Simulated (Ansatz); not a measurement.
Starting cell, P (black-P type, space group Cmce):

```xyz
4
Lattice="1.6511 -5.3454 0.0000 1.6511 5.3454 0.0000 0.0000 0.0000 4.4666" Properties=species:S:1:pos:R:3 pbc="T T T"
P      1.6511     1.0594     2.6132
P      1.6511    -1.0594     1.8534
P      1.6511    -4.2861     4.0867
P      1.6511     4.2861     0.3799
```

In this cell atom 2 (P, nearest neighbour P at 2.213 Å; its periodic images, 3.3 Å or more away, move with it) is moved by u·(1.000, 0.000, 0.000) + v·(0.000, 1.000, 0.000); the rest is frozen.

The numbers are results of r2SCAN+rVV10 (plane waves to 500 eV, PAW, scalar-relativistic; Ansatz, an electronic-structure program), not measurements. k mesh 8×8×6 (Γ-centred), Fermi-Dirac smearing 0.05 eV. E stands for the smeared free energy. Points where atoms come too close for the PAW data are left out (x in tables, blank in figures). With partly filled bands, energies and forces of such displacements shift with the k mesh and the smearing. P was relaxed with its symmetry unable to fall. The PAW data are Ansatz's earlier set. The last digit holds for this mesh only.

Changes of ΔE (meV/cell) from the point u = 0.000 Å, v = 0.000 Å when one coordinate moves alone (two changes are said to add if the coupling is within 5 % of the smaller one, nearly so within 20 %):

| point | change |
|---|---|
| u = 0.000 Å, v = -0.730 Å | 1387.2 |
| u = 0.000 Å, v = -0.365 Å | 452.0 |
| u = -0.730 Å, v = 0.000 Å | 2927.7 |
| u = -0.365 Å, v = 0.000 Å | 799.2 |
| u = 0.365 Å, v = 0.000 Å | 799.2 |
| u = 0.730 Å, v = 0.000 Å | 2927.7 |
| u = 0.000 Å, v = 0.365 Å | 1026.4 |

### Question
What is the change at u = 0.730 Å, v = 0.365 Å, where both move, and how far is it from the sum?

### Answer
The sum of the single changes is 2927.7 + (1026.4) = 3954.1; the calculation gives 3192.5, so the coupling contributes -761.6 (over 20 % of the smaller single change, not additive).

### Question
Do the two effects add at u = -0.365 Å, v = 0.365 Å? Give the computed change.

### Answer
The sum of the single changes is 799.2 + (1026.4) = 1825.6; the calculation gives 1615.0, so the coupling contributes -210.6 (over 20 % of the smaller single change, not additive).

### Question
What is the change at u = -0.730 Å, v = -0.730 Å, where both move, and how far is it from the sum?

### Answer
The sum of the single changes is 2927.7 + (1387.2) = 4314.9; the calculation gives 2449.1, so the coupling contributes -1865.8 (over 20 % of the smaller single change, not additive).

(A displaced cell: forces are minus the slopes of the energy, force constants its curvatures, and phonons follow from these.)
